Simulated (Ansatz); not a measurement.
Relaxed-ion elastic tensor of As (A7 (α-As type), space group No. 166) in GPa (Voigt order), DFT-LDA in the program Ansatz with PAW potentials; density 6.10 g/cm³, 20.38 Å³ per atom.

```csv
,1,2,3,4,5,6
1,150,49.6,34.4,-29.6,0.0,0.0
2,49.6,150,34.4,29.6,0.0,0.0
3,34.4,34.4,63.9,0.0,0.0,0.0
4,-29.6,29.6,0.0,54.6,0.0,0.0
5,0.0,0.0,0.0,0.0,54.6,-29.6
6,0.0,0.0,0.0,0.0,-29.6,49.9
```

Q: Is the crystal mechanically stable?

A: Yes: the smallest eigenvalue of C is 22.6 GPa.

Q: Work out the Voigt, Reuss and Hill averages.

A: K_V = 66.6, K_R = 54.7, K_H = 60.7; G_V = 48.1, G_R = 33.0, G_H = 40.6 GPa.

Q: Give Young's modulus, Poisson's ratio, Pugh's ratio and the universal anisotropy index.

A: E = 9KG/(3K + G) = 99.5 GPa; ν = 0.23; K/G = 1.50 (brittle by the Pugh limit of 1.75); A_U = 5G_V/G_R + K_V/K_R − 6 = 2.51.

Q: Estimate the sound speeds and the Debye temperature.

A: v_l = √((K + 4G/3)/ρ) = 4340 m/s, v_t = √(G/ρ) = 2580 m/s, mean 2850 m/s; Θ = (h/k)(3n/4πV)^(1/3) v_m = 311 K.

Q: How much does each axis shrink under pressure?

A: Linear compressibilities β_i = Σ_j S_ij (j = 1 to 3): x 2.8, y 2.8, z 13 per TPa.

Space group R-3m (A7 (α-As type)). The cell was relaxed with LDA under the symmetry of its start. As this level gives no gap, shear constants depend on the k-mesh and smearing (Fermi–Dirac, 0.1 eV here).

Potentials: the later of the program's two PAW sets.
